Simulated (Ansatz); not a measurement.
CaO (rock salt)

```
CELL_PARAMETERS angstrom
      0.00000     4.79484     4.79484
      2.39742     0.00000     2.39742
      2.39742     2.39742     0.00000
ATOMIC_POSITIONS crystal
  Ca 0.00000 0.00000 0.00000
  Ca 0.50000 0.00000 0.00000
  O  0.25000 0.50000 0.50000
  O  0.75000 0.50000 0.50000
```

The atoms are displaced by Q × the pattern below (from a DFPT mode at L = (0.5, 0.0, 0.0), largest move 1; Q in Å), at fixed cell. It is one choice among 2 degenerate patterns. (q is in reciprocal vectors of the primitive cell; the cell shown is doubled to hold the pattern.)

```tsv
atom	x	y	z
Ca1	-0.285	0.520	-0.805
Ca2	0.285	-0.520	0.805
```

Atoms not listed stay in place.

Calculation: r2SCAN (plane waves to 500 eV, PAW, scalar-relativistic; Ansatz, an electronic-structure program). k mesh 6×12×12 (Γ-centred), Fermi-Dirac smearing 0.05 eV. E stands for the smeared free energy. CaO was relaxed with its symmetry unable to fall. ΔE is measured from the undisplaced structure.

```json
[
 {"Q (Å)": "-0.180", "ΔE (meV/cell)": "160.8"},
 {"Q (Å)": "-0.150", "ΔE (meV/cell)": "111.3"},
 {"Q (Å)": "-0.120", "ΔE (meV/cell)": "71.0"},
 {"Q (Å)": "-0.090", "ΔE (meV/cell)": "39.8"},
 {"Q (Å)": "-0.060", "ΔE (meV/cell)": "withheld"},
 {"Q (Å)": "-0.030", "ΔE (meV/cell)": "4.4"},
 {"Q (Å)": "0.000", "ΔE (meV/cell)": "0.0"},
 {"Q (Å)": "0.030", "ΔE (meV/cell)": "4.4"},
 {"Q (Å)": "0.060", "ΔE (meV/cell)": "withheld"},
 {"Q (Å)": "0.090", "ΔE (meV/cell)": "39.8"},
 {"Q (Å)": "0.120", "ΔE (meV/cell)": "71.0"},
 {"Q (Å)": "0.150", "ΔE (meV/cell)": "111.3"},
 {"Q (Å)": "0.180", "ΔE (meV/cell)": "160.8"}
]
```

Fit an even polynomial form (powers 2, 4) to the given rows and predict ΔE at Q = 0.060.

Least squares on the 11 given rows: ΔE = (4904)·Q² + (1841)·Q⁴, in meV/cell with Q in Å; root-mean-square residual 0.02 meV/cell. At 0.060 the fit gives 17.7 meV/cell; the calculation gives 17.7 meV/cell, the same to the digits shown. The quadratic term alone would give 17.7 meV/cell.

(A displaced cell: forces are minus the slopes of the energy, force constants its curvatures, and phonons follow from these.)
